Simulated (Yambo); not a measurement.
Space group P3m1 (No. 156); a = 3.147 Å, b = 3.147 Å, c = 5.098 Å, α = 90.00°, β = 90.00°, γ = 120.00°

| atom | site | symmetry | x | y | z |
|---|---|---|---|---|---|
| N | 1a | 3m. | 0.0000 | 0.0000 | 0.1125 |
| N | 1b | 3m. | 0.3333 | 0.6667 | 0.6271 |
| Al | 1b | 3m. | 0.3333 | 0.6667 | 0.9995 |
| Ga | 1a | 3m. | 0.0000 | 0.0000 | 0.4972 |

GaAlN$_{2}$ (space group P3m1, No. 156) under isotropic strain (on all lattice vectors), counted from the cell relaxed with PBEsol, atoms relaxed at each step. PBEsol (Quantum ESPRESSO, PseudoDojo norm-conserving, 84 Ry, no spin-orbit coupling); G0W0 in Yambo (6×6×4 Γ-centred k mesh, 104 bands and a 10 Ry block in the screening, 104 bands in G with the Bruneval-Gonze terminator, plasmon pole fitted at 27.2 eV).

Unstrained, the direct gap at Γ is 2.84 eV in PBEsol and 3.77 eV in G0W0.

### Question
How fast does it move with strain?

### Answer
Between -0.7 % and +1 % the direct gap at Γ has a volume deformation potential dE/dlnV of -8.3 eV in G0W0 and -7.3 eV in PBEsol. (G0W0: 3.948 eV at -0.7 %, 3.528 eV at +1 %; Δ ln V = 3 ln(1.01/0.993) = 0.0509.) Convergence of the GW settings isn't established. Spin-orbit splittings are left out.

The standard potential for Ga keeps a d shell in the valence without the s and p states of that shell. In tests on such compounds this moved G0W0 gaps by up to about 0.9 eV, so absolute quasiparticle energies here are unreliable; differences between settings are what counts.

The structure is a Materials Project entry; no match was found in the copy of COD used, and its stability was not checked.
